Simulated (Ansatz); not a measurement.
**Notes on SrMoP2O8**

```
Sr Mo P O
1.0
     4.08029    2.62166    0.00000
     4.08029   -2.62166    0.00000
     0.64704    0.00000   -7.74102
Sr Mo P O
1 1 2 8
Direct
  0.00000 0.00000 0.00000
  0.00000 0.00000 0.50000
  0.62940 0.62940 0.71010
  0.37060 0.37060 0.28990
  0.28520 0.76320 0.68770
  0.23680 0.71480 0.31230
  0.71480 0.23680 0.31230
  0.76320 0.28520 0.68770
  0.76520 0.76520 0.56080
  0.23480 0.23480 0.43920
  0.68620 0.68620 0.88780
  0.31380 0.31380 0.11220
```

Method: r2SCAN, no spin polarisation; PAW, plane waves to 500 eV, 6×6×3 Γ-centred mesh, gaussian occupations (width 0.0193 eV) (Ansatz 0.2.0), atoms fixed.

Stress: The pressure is 1.9 GPa (compression positive), so with the atoms held at these fractions the cell would first expand; the forces are large, so a full relaxation may end otherwise. The principal stresses 0.7, 2.1, 2.9 GPa differ, so its shape would change too.
Electronic structure: It is a metal, with about 8.8 states/eV a cell as the mean within 0.25 eV of the Fermi level, mostly Mo d (75 %) and O p (18 %).
Forces: The largest is on O11 (and as large on other atoms): 1.37 eV/Å, components (0.77, 0.00, -1.13). It makes 169° with the line to a nearest neighbour, P3 at 1.49 Å, pointing away from it.
Formation energy: -2.48 eV an atom against the elements' usual phases (free molecules for gases, crystals otherwise, with no correction for O₂ or N₂), so it is bound against them; other compounds may still compete. Relaxing would lower it.

Origin: a known structure type with other elements, at an estimated volume, so it need not be a known compound. Caveats: many states at the Fermi level without spin polarisation, so a magnetic state may lie lower; the Fermi level lies in a narrow band between gaps, which spin or distortion may split; correlation that this level lacks may open a gap in such a compound.
